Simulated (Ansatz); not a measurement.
## Lattice vibrations of Cd$_{5}$HgO$_{6}$ at Γ

Theory: Ansatz, DFT PBE, scalar-relativistic, plane waves, PAW. Settings: 420 eV plane-wave cutoff, Γ-centred 8×8×8 mesh, Fermi-Dirac smearing of 0.15 eV. No spin polarisation. Phonons by linear response, acoustic sum rule imposed.

Equilibrium structure at this level:
```xyz
12
Lattice="2.3920 -7.2375 0.0000 2.3920 7.2375 0.0000 0.0000 0.0000 4.7803" Properties=species:S:1:pos:R:3 pbc="T T T"
Cd    2.3920   -4.8067    0.0000
Cd    2.3920    4.8067    0.0000
Cd    2.3920    0.0000    0.0000
Cd    2.3920    2.4046    2.3902
Cd    2.3920   -2.4046    2.3902
Hg    0.0000    0.0000    2.3902
O     2.3920    4.7508    2.3902
O     2.3920    0.0000    2.3902
O     2.3920   -4.7508    2.3902
O     2.3920   -2.3861    0.0000
O     0.0000    0.0000    0.0000
O     2.3920    2.3861    0.0000
```

It was reached by relaxing an invented guess, and it needn't be the stable form of this composition. In a metal, frequencies depend on the k mesh and the smearing, soft modes most. Spin–orbit coupling is left out, which matters for heavy elements.

Optical modes at Γ:
| frequency (cm⁻¹) | degeneracy |
| --- | --- |
| 66 | 1 |
| 66 | 1 |
| 79 | 1 |
| 80 | 1 |
| 80 | 1 |
| 88 | 1 |
| 100 | 1 |
| 104 | 1 |
| 108 | 1 |
| 112 | 1 |
| 122 | 1 |
| 131 | 1 |
| 136 | 1 |
| 137 | 1 |
| 145 | 1 |
| 207 | 1 |
| 220 | 1 |
| 223 | 1 |
| 260 | 1 |
| 265 | 1 |
| 265 | 1 |
| 270 | 1 |
| 275 | 1 |
| 284 | 1 |
| 285 | 1 |
| 290 | 1 |
| 302 | 1 |
| 313 | 1 |
| 336 | 1 |
| 336 | 1 |
| 336 | 1 |
| 351 | 1 |
| 351 | 1 |

All 33 optical modes at Γ are real: no displacement of atoms at fixed cell lowers the energy to second order. Strains and modes at other wave vectors aren't tested by this run.
